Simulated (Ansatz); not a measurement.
CrB4:
```yaml
crystal:
  lattice:
    - [-1.40349, 2.33761, 2.71144]
    - [1.40349, -2.33761, 2.71144]
    - [1.40349, 2.33761, -2.71144]
  atoms:
    - { symbol: Cr, position: [0.00000, 0.00000, 0.00000] }
    - { symbol: B, position: [0.53825, 0.34241, 0.19585] }
    - { symbol: B, position: [0.46175, 0.65759, 0.80415] }
    - { symbol: B, position: [0.14656, 0.34241, 0.80415] }
    - { symbol: B, position: [0.85344, 0.65759, 0.19585] }
```

This is the LDA-relaxed structure.

All from LDA (plane waves, PAW; program Ansatz), unless another level is named. Give the electronic character.

metallic (no gap).

Next, the density of states at the Fermi level?

0.08 states/eV per atom (mean over ±0.08 eV).

Predict the formation energy from the elements (no fitted shifts).

-0.35 eV/atom.

Space group Immm. The workflow started from a Materials Project entry (that database holds measured and hypothetical structures alike); the Crystallography Open Database files this formula in space group No. 71, but the cells were not matched. Whether it is the stable phase at ambient conditions was not checked. Symmetry was held in the LDA relaxation; whether a distortion lowers the energy is not shown. No spin polarisation was allowed. The references are the lowest solids computed at this level, not always the standard phases.

Potentials: the later of the program's two PAW sets.
